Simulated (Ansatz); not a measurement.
**PbTe (rock salt), frozen-phonon scan**

Starting cell, PbTe (rock salt):

```
PbTe
1.0
    0.00000     6.56940     6.56940
    3.28470     3.28470     6.56940
    3.28470     3.28470     0.00000
Te Pb
2 2
Direct
  0.00000   0.00000   0.00000
  0.50000   0.00000   0.00000
  0.00000   0.50000   0.50000
  0.50000   0.50000   0.50000
```

The atoms are displaced by Q × the pattern below (from a DFPT mode at X = (0.5, 0.5, 0.0), largest move 1; Q in Å), at fixed cell. (q is in reciprocal vectors of the primitive cell; the cell shown is doubled to hold the pattern.)

```tsv
atom	x	y	z
Te1	0.000	0.000	0.307
Te2	0.000	0.000	-0.307
Pb3	0.000	0.000	1.000
Pb4	0.000	0.000	-1.000
```

Calculation: PBE (plane waves to 420 eV, PAW, scalar-relativistic; Ansatz, a first-principles code). k mesh 9×9×9 (Γ-centred), Fermi-Dirac smearing 0.05 eV. E stands for the smeared free energy. Compression counts positive. PbTe was relaxed with its symmetry unable to fall. Spin-orbit coupling is left out, though Pb and Te are heavy. The PAW data are Ansatz's earlier set. ΔE is measured from the undisplaced structure.

```json
[
 {"Q (Å)": "-0.100", "ΔE (eV/cell)": "0.0077", "−dE/dQ from forces (eV/Å)": "0.160", "P (GPa)": "0.05"},
 {"Q (Å)": "-0.083", "ΔE (eV/cell)": "0.0053", "−dE/dQ from forces (eV/Å)": "0.131", "P (GPa)": "0.04"},
 {"Q (Å)": "-0.067", "ΔE (eV/cell)": "0.0034", "−dE/dQ from forces (eV/Å)": "0.103", "P (GPa)": "0.02"},
 {"Q (Å)": "-0.050", "ΔE (eV/cell)": "0.0019", "−dE/dQ from forces (eV/Å)": "0.076", "P (GPa)": "0.01"},
 {"Q (Å)": "-0.033", "ΔE (eV/cell)": "0.0008", "−dE/dQ from forces (eV/Å)": "0.050", "P (GPa)": "0.01"},
 {"Q (Å)": "-0.017", "ΔE (eV/cell)": "0.0002", "−dE/dQ from forces (eV/Å)": "0.025", "P (GPa)": "0.00"},
 {"Q (Å)": "0.000", "ΔE (eV/cell)": "0.0000", "−dE/dQ from forces (eV/Å)": "0.000", "P (GPa)": "0.00"},
 {"Q (Å)": "0.017", "ΔE (eV/cell)": "0.0002", "−dE/dQ from forces (eV/Å)": "-0.025", "P (GPa)": "0.00"},
 {"Q (Å)": "0.033", "ΔE (eV/cell)": "0.0008", "−dE/dQ from forces (eV/Å)": "-0.050", "P (GPa)": "0.01"},
 {"Q (Å)": "0.050", "ΔE (eV/cell)": "0.0019", "−dE/dQ from forces (eV/Å)": "-0.076", "P (GPa)": "0.01"},
 {"Q (Å)": "0.067", "ΔE (eV/cell)": "0.0034", "−dE/dQ from forces (eV/Å)": "-0.103", "P (GPa)": "0.02"},
 {"Q (Å)": "0.083", "ΔE (eV/cell)": "0.0053", "−dE/dQ from forces (eV/Å)": "-0.131", "P (GPa)": "0.04"},
 {"Q (Å)": "0.100", "ΔE (eV/cell)": "0.0077", "−dE/dQ from forces (eV/Å)": "-0.160", "P (GPa)": "0.05"}
]
```

Read from the data:

- Energy at Q = 0.100 Å: 7.7 meV/cell
- Space group of the distorted cell: P4/nmm (No. 129), lowered from Fm-3m
- Symmetry of the curve: even: the same for both signs
- Shape of the curve: a single well with its minimum at or next to zero displacement
- Harmonic wavenumber from the curvature (finite differences): 31 cm⁻¹
- Wavenumber by perturbation theory (DFPT, on another k mesh): 30 cm⁻¹

(A displaced cell: forces are minus the slopes of the energy, force constants its curvatures, and phonons follow from these.)
